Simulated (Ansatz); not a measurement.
## Ge: energy along a strain

Ge, Cmmm, a = 2.794 Å, b = 5.201 Å, c = 2.698 Å (as given, not relaxed at this level: -3.1 GPa). This isn't the element's structure at ambient conditions. Ansatz: r2SCAN, PAW, 500 eV, Γ-centred 20×20×18 mesh on 1 atom, Gaussian smearing 0.15 eV; no spin polarisation. Cell vectors (Å): 1.397 -2.601 0.000; 1.397 2.601 0.000; 0.000 0.000 2.698. The cell is strained by x per cent times the pattern (0 1 0 0 0 0) in the order xx yy zz yz xz xy (engineering shears), with fractional coordinates held. y is the free energy over the start, V0 = 19.607 Å³/atom.

```tsv
x (%)	y (meV/atom)
-2.00	-5.98
-1.50	-5.01
-1.00	-3.68
-0.50	-2.01
0.00	0.00
0.50	2.32
1.00	4.94
1.50	?
1.75	9.35
2.00	10.95
```

Task: Fit y = c1 x + c2 x² + c3 x³ to the other rows, get the stiffness along the pattern, and predict the missing energy.

Result: Least squares on the rows shown. y = 4.334 x + 0.6219 x² − 0.02545 x³. The clamped-ion stiffness p·C·p = 2 × 6.219 eV × 160.2 / 19.607 Å³ = 102 GPa, which is C22 in these axes (second derivative at the start, which stands under stress). At x = 1.50 the fit asked for gives 7.81 meV/atom. The run gave 7.82 meV/atom, so the fit is 0.01 meV/atom too low, a small miss on the scale of the series.